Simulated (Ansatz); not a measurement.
**Cr (bcc)**

Level of theory: DFT, PBE with spin–orbit coupling, two-component spinors; plane waves to 420 eV with PAW datasets (Ansatz 0.2.0), 20×20×20 k-mesh, Gaussian smearing of 0.05 eV; PAW files: Ansatz's generated set soft_2.

```xyz
1
Lattice="-1.4239 1.4239 1.4239 1.4239 -1.4239 1.4239 1.4239 1.4239 -1.4239" Properties=species:S:1:pos:R:3 pbc="T T T"
Cr    0.0000    0.0000    0.0000
```

Magnetic state: non-magnetic, site spin moments none.

Task: Which orbitals carry the states at the Fermi level, and how many states are there?

Result: Within 0.1 eV of it: Cr 3d 96 % (shares among the projected shells). The density of states at the Fermi level is about 0.67 states/eV per cell, averaged over 0.3 eV.

Density of states (tetrahedra, averaged over 0.3 eV; states/eV per cell of 1 atom; energy in eV from the Fermi level; projections on Löwdin-orthogonalised atomic orbitals, summed over sites):

| E | total | Cr 3d | Cr 4s |
| --- | --- | --- | --- |
| -5.80 | 0.13 | 0.02 | 0.11 |
| -5.50 | 0.15 | 0.03 | 0.12 |
| -5.20 | 0.18 | 0.04 | 0.13 |
| -4.90 | 0.23 | 0.07 | 0.14 |
| -4.60 | 0.34 | 0.16 | 0.16 |
| -4.30 | 0.84 | 0.63 | 0.19 |
| -4.00 | 1.01 | 0.84 | 0.16 |
| -3.70 | 1.26 | 1.10 | 0.14 |
| -3.40 | 1.49 | 1.36 | 0.11 |
| -3.10 | 0.93 | 0.88 | 0.04 |
| -2.80 | 0.56 | 0.54 | 0.01 |
| -2.50 | 1.98 | 1.94 | 0.01 |
| -2.20 | 1.90 | 1.85 | 0.02 |
| -1.90 | 1.69 | 1.60 | 0.05 |
| -1.60 | 1.80 | 1.64 | 0.11 |
| -1.30 | 2.15 | 1.90 | 0.18 |
| -1.00 | 1.28 | 1.14 | 0.09 |
| -0.70 | 0.59 | 0.49 | 0.06 |
| -0.40 | 0.54 | 0.46 | 0.04 |
| -0.10 | 0.61 | 0.55 | 0.03 |
| 0.20 | 0.91 | 0.86 | 0.02 |
| 0.50 | 1.48 | 1.44 | 0.02 |
| 0.80 | 2.07 | 2.04 | 0.01 |
| 1.10 | 2.45 | 2.43 | 0.01 |
| 1.40 | 3.15 | 3.11 | 0.03 |
| 1.70 | 2.13 | 2.02 | 0.08 |
| 2.00 | 1.32 | 1.19 | 0.10 |
| 2.30 | 1.15 | 1.03 | 0.10 |
| 2.60 | 0.69 | 0.57 | 0.11 |
| 2.90 | 0.36 | 0.22 | 0.12 |
| 3.20 | 0.33 | 0.17 | 0.13 |
| 3.50 | 0.32 | 0.13 | 0.13 |
| 3.80 | 0.30 | 0.11 | 0.14 |
| 4.10 | 0.29 | 0.09 | 0.13 |
| 4.40 | 0.28 | 0.07 | 0.13 |
| 4.70 | 0.27 | 0.06 | 0.12 |
| 5.00 | 0.26 | 0.05 | 0.12 |

The starting moments died out; a magnetic state reached from other starts isn't excluded. The relaxed cell is 4 % smaller in volume than the cell of this structure in the Crystallography Open Database (11.99 Å³/atom, 1963).
